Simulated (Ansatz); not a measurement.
This run works on a proposed trial structure, not on a known crystal.

Input and command of a plane-wave DFT calculation in Ansatz:

```yaml
crystal:
  lattice:
    - [5.6010462016, 0.0, 0.0549099098]
    - [0.0, 3.2258550382, 0.0]
    - [-1.938528397, 0.0, 6.1523305446]
  atoms:
    - { symbol: Nb, position: [0.99545757, 0.0, 0.9997860466] }
    - { symbol: W, position: [0.5041979018, 0.5, -4.01427e-05] }
    - { symbol: S, position: [0.7438458954, 0.5, 0.7481835931] }
    - { symbol: S, position: [0.9128513795, 0.5, 0.2520705927] }
    - { symbol: S, position: [0.2562628023, 0.0, 0.7536247423] }
    - { symbol: S, position: [0.421384451, 0.0, 0.2463751679] }
basis:
  ecutwfc: 420
kpoints:
  mp_grid: { grid: [6, 10, 6] }
hamiltonian:
  xc: pbe
scf:
  occupations: { method: gaussian, width: 0.1 }
output:
  forces: true
  stress: true
  eigenvalues: true
relax:
  adjacent_minimum: "off"
  f_tol: 0.01
  max_steps: 30
  cell: { stress_tol: 0.1, fix: [volume] }
```

```bash
ansatz run input.yaml --threads 1 --pin off --max-ram 2560MiB --backend cpu --events-out ev --progress --plain --runs-dir out
```

Processor: Intel(R) Xeon(R) Processor @ 2.50GHz (Skylake/Cascade Lake), 1 thread, on a host shared with other jobs.

How long does it run, and how much memory does it take?

About 6.8 min, peak memory 0.64 GiB. It solves 32 bands at 120 k points (after reduction by symmetry) with about 2193 plane waves, in 31 SCF iterations over 6 ionic steps.
